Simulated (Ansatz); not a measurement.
The relaxed structure here is a generated cell of Te: the first start was made by placing the elements on the sites of a structure type, and the end was not matched to a known phase here, so it may be hypothetical. Known forms of Te include space group No. 152.

A relaxed cell of Te (Cmcm (No. 63)), relaxed on a k-mesh at least as fine as the one used below. These are PBE (plane waves to 420 eV, PAW, scalar-relativistic; Ansatz, a quantum-chemistry and plane-wave program) values and carry that method's errors. Γ-centred k-mesh 9×9×8 on the run's cell (coarser than for final values), Fermi–Dirac smearing 0.05 eV.

```xyz
2
Lattice="2.0287 -4.3570 0.0000 2.0287 4.3570 0.0000 0.0000 0.0000 4.1798" Properties=species:S:1:pos:R:3 pbc="T T T"
Te     2.0287    -1.7390     3.1348
Te     2.0287     1.7390     1.0449
```

The atoms are displaced along an unstable phonon of this cell by (Å):

```csv
atom,ux,uy,uz
Te1,0.150,0.000,0.000
Te2,-0.150,0.000,0.000
```

### Question
What forces (eV/Å) and pressure result?

### Answer
```json
[
 {"atom": "Te1", "Fx": "-0.47", "Fy": "0.15", "Fz": "0.00"},
 {"atom": "Te2", "Fx": "0.47", "Fy": "-0.15", "Fz": "0.00"}
]
```

Pressure +1.5 GPa.

No spin polarisation in the result.

The run that gave the undisplaced cell could not lose the symmetry of its start: the end is stationary, and may be a saddle point rather than a minimum.
